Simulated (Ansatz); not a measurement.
Here is the system:

BN:
```
CELL_PARAMETERS angstrom
      1.24896    -2.16325     0.00000
      1.24896     2.16325     0.00000
      0.00000     0.00000     6.66235
ATOMIC_POSITIONS crystal
  B  0.99964 0.00036 0.25000
  B  0.00036 0.99964 0.75000
  N  0.66703 0.33297 0.75000
  N  0.33297 0.66703 0.25000
```

This is the r²SCAN+D4-relaxed structure. Cartesian axes are those of the cell as given.

Question: All from plane-wave PAW r²SCAN+D4 (Ansatz code), unless another level is named. Predict the electron effective mass.

Answer: 0.50, 0.50, 0.75 mₑ (principal values).

Question: What about the formation energy from the elements (no fitted shifts)?

Answer: -1.38 eV/atom.

Question: Give the HSE06 gap on the r²SCAN+D4 cell.

Answer: 4.95 eV.

Question: And the valence-band maximum?

Answer: off the standard path, at k = (0.333, 0.354, 0.000).

Space group P6_3/mmc. The start of the workflow was typed in or built on a structure type. Its sites differ from those of the usual phase in this space group: another stacking or structure type. The cell was relaxed with r²SCAN+D4 under the symmetry of its start; its stability against distortions is not shown here. The volume moved by 53 % from the start of the relaxation. The references are the lowest solids computed at this level, not always the standard phases (solids in place of the gases).

Potentials: the later of the program's two PAW sets.
